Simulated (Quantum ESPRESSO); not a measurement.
**Kohn-Sham bands of TiO₂ (P2₁/c)**

```yaml
crystal:
  lattice:
    - [4.81270, 0.00000, 0.00000]
    - [0.00000, 4.87188, 0.00000]
    - [-0.86289, 0.00000, 4.96659]
  atoms:
    - { symbol: Ti, position: [0.27744, 0.44719, 0.71315] }
    - { symbol: Ti, position: [0.72256, 0.55281, 0.28685] }
    - { symbol: Ti, position: [0.72256, 0.94719, 0.78685] }
    - { symbol: Ti, position: [0.27744, 0.05281, 0.21315] }
    - { symbol: O, position: [0.44536, 0.74237, 0.96677] }
    - { symbol: O, position: [0.55464, 0.25763, 0.03323] }
    - { symbol: O, position: [0.55464, 0.24237, 0.53323] }
    - { symbol: O, position: [0.44536, 0.75763, 0.46677] }
    - { symbol: O, position: [0.06384, 0.32303, 0.35156] }
    - { symbol: O, position: [0.93616, 0.67697, 0.64844] }
    - { symbol: O, position: [0.93616, 0.82303, 0.14844] }
    - { symbol: O, position: [0.06384, 0.17697, 0.85156] }
```

Cell from Materials Project (mp-430), symmetrised, no further relaxation. COD (Crystallography Open Database) has the formula in 6 space groups, this one among them (matched by group alone). Computed values, not measurements, from PBEsol: Quantum ESPRESSO (norm-conserving PseudoDojo potentials, cutoff 68 Ry, no spin polarisation, no spin-orbit coupling) on a Γ-centred 4×4×4 mesh, then Wannier90. Density: 8×6×6 mesh, cold smearing 0.01 Ry.

List the Kohn-Sham levels between −8 and 5.3 eV relative to the valence-band maximum at the high-symmetry points, as a band run of pw.x on that density gives them (levels within 2 meV counted together).


```
point  k (reciprocal lattice)                                                                                                                                                                                                                                                 levels (eV)
-----  ----------------------  ----------------------------------------------------------------------------------------------------------------------------------------------------------------------------------------------------------------------------------------------------------
Γ           0.000 0.000 0.000     -5.80, -5.79, -5.16, -5.01, -5.00, -4.82, -4.14, -3.56, -3.55, -3.39, -3.23, -3.02, -2.47, -2.12, -2.08, -2.00, -1.78, -1.28, -1.25, -1.09, -0.67, -0.56, 0.00 (×2), 2.44, 2.54, 2.93, 3.03, 3.21, 3.33, 3.57, 3.84, 3.98, 4.22, 4.65, 4.66, 4.72, 4.75
Z           0.000 0.500 0.000                                 -5.39 (×2), -5.05 (×2), -4.42 (×2), -4.19 (×2), -3.77 (×2), -2.95 (×2), -2.39 (×2), -1.98 (×2), -1.53 (×2), -1.30 (×2), -0.94 (×2), -0.37 (×2), 2.84 (×2), 3.19 (×2), 3.29 (×2), 3.63 (×2), 4.00 (×2), 4.29 (×2), 4.88 (×2)
D           0.000 0.500 0.500                                 -4.90 (×2), -4.78 (×2), -4.13 (×2), -3.96 (×2), -3.34 (×2), -3.24 (×2), -3.01 (×2), -2.56 (×2), -1.68 (×2), -1.16 (×2), -1.12 (×2), -0.84 (×2), 2.69 (×2), 2.81 (×2), 3.39 (×2), 3.91 (×2), 4.05 (×2), 4.47 (×2), 4.61 (×2)
B           0.000 0.000 0.500                                 -5.30 (×2), -4.92 (×2), -4.43 (×2), -3.99 (×2), -3.39 (×2), -3.08 (×2), -2.65 (×2), -2.30 (×2), -1.78 (×2), -1.29 (×2), -1.08 (×2), -0.41 (×2), 2.66 (×2), 2.86 (×2), 3.45 (×2), 3.77 (×2), 4.12 (×2), 4.75 (×2), 5.11 (×2)
A          -0.500 0.000 0.500                      -5.16 (×2), -4.77 (×2), -4.36 (×2), -4.13 (×2), -3.79 (×2), -2.90 (×2), -2.40 (×2), -2.11 (×2), -1.73 (×2), -1.36 (×2), -1.09 (×2), -0.63 (×2), 2.36 (×2), 3.29 (×2), 3.39 (×2), 3.60 (×2), 4.07 (×2), 4.64 (×2), 4.79 (×2), 4.84 (×2)
E          -0.500 0.500 0.500                                 -4.72 (×2), -4.63 (×2), -4.35 (×2), -3.94 (×2), -3.21 (×2), -3.06 (×2), -2.65 (×2), -2.52 (×2), -2.00 (×2), -1.42 (×2), -1.19 (×2), -0.93 (×2), 2.55 (×2), 2.91 (×2), 3.32 (×2), 3.45 (×2), 3.93 (×2), 4.09 (×2), 5.04 (×2)
C_2        -0.500 0.500 0.000                                 -5.07 (×2), -4.84 (×2), -4.55 (×2), -4.09 (×2), -3.17 (×2), -2.89 (×2), -2.51 (×2), -2.32 (×2), -1.74 (×2), -1.67 (×2), -0.97 (×2), -0.75 (×2), 2.71 (×2), 2.96 (×2), 3.26 (×2), 3.80 (×2), 3.89 (×2), 4.82 (×2), 4.93 (×2)
Y_2        -0.500 0.000 0.000  -5.84, -5.35, -4.82, -4.79, -4.76, -4.52, -4.39, -4.08, -3.80, -3.47, -2.93, -2.84, -2.62, -2.58, -2.05, -1.78, -1.61, -1.47, -1.45, -0.88, -0.84, -0.73, -0.51, -0.06, 2.28, 2.87, 2.87, 3.01, 3.43, 3.55, 3.63, 3.67, 4.17, 4.28, 4.33, 4.37, 4.68, 4.72
```
